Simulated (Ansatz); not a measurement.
The calculation used DFT PBE, scalar-relativistic, plane waves, PAW in Ansatz 0.2.0. Settings: cutoff 420 eV, Γ-centred meshes spaced at most about 0.3 Å⁻¹, and about 0.25 Å⁻¹ or finer for metals (2π included), Gaussian smearing. Collinear spin in cells that started with moments and kept them past the coarse steps, no spin elsewhere.

All energies are static (0 K, no zero-point motion). All come from trial cells, and lower structures may exist.

Question: Order these relaxed structures of Fe₂Pt by energy, lowest first, with the energy over the lowest of them.
A.

```
Fe Pt
1.0
     4.18529    0.00000    0.00000
    -2.09264    3.62456    0.00000
     0.00000    0.00000    2.64753
Fe Pt
2 1
Direct
  0.33333 0.66667 0.88567
  0.66667 0.33333 0.11433
  0.00000 0.00000 0.50000
```

B.

```
Fe Pt
1.0
     2.69296    0.00000    0.00000
    -1.34648    2.33217    0.00000
     0.00000    0.00000   12.95941
Fe Pt
4 2
Direct
  0.33333 0.66667 0.92019
  0.33333 0.66667 0.57981
  0.66667 0.33333 0.07981
  0.66667 0.33333 0.42019
  0.33333 0.66667 0.25000
  0.66667 0.33333 0.75000
```

Answer: A (0 meV/atom), B (87 meV/atom). Forms: A Fe and Pt ordered on bcc sites, P-3m1, moments up to 2.8 μB; B Fe and Pt ordered on hcp sites, P6_3/mmc, moments up to 2.8 μB. Counting all near atoms (those within 1.25 times the shortest distance at each site; a plus sign parts nearer from farther groups): A has Fe 8+3, Pt 8+6; B has Fe 12, Pt 12.

Spin–orbit coupling, which can matter for Pt, is left out. The magnetic state reached may not be the lowest. Cells relaxed within their symmetry can be saddle points. Some types were kept out of the candidates beforehand, so the set may lack a known form.
